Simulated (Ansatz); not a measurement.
Consider the following.

La₂O₃:
```cif
data_La2O3
_chemical_formula_sum 'La2 O3'
_space_group_name_H-M_alt 'P-3m1'
_space_group_IT_number 164
_space_group_name_Hall '-P 3 2"'
_cell_length_a 3.93521
_cell_length_b 3.93521
_cell_length_c 6.12641
_cell_angle_alpha 90.000
_cell_angle_beta 90.000
_cell_angle_gamma 120.000
loop_
_atom_site_label
_atom_site_type_symbol
_atom_site_symmetry_multiplicity
_atom_site_Wyckoff_symbol
_atom_site_fract_x
_atom_site_fract_y
_atom_site_fract_z
_atom_site_occupancy
La1 La 2 d 0.33333 0.66667 0.24613 1
O1 O 1 a 0.00000 0.00000 0.00000 1
O2 O 2 d 0.66667 0.33333 0.35388 1
```

This is the r²SCAN-relaxed structure.

**Question.** All from r²SCAN (plane waves, PAW; program Ansatz), unless another level is named. Predict the hole effective mass with spin–orbit coupling.

**Answer.** 1.1, 2.6, 4.3 mₑ (principal values).

**Question.** Give the valence-band maximum.

**Answer.** at L.

**Question.** Give the weight of the conduction-edge state by species (Voronoi cells).

**Answer.** La 51 %, O 49 %.

The cell was relaxed with r²SCAN under the symmetry of its start; phonons on a q-mesh show no instability. Scalar-relativistic: spin–orbit coupling is off unless named, which matters more the heavier the elements.

Potentials: the later of the program's two PAW sets.

Edges and masses are those of Kohn–Sham bands, whose gap is no quasiparticle gap.
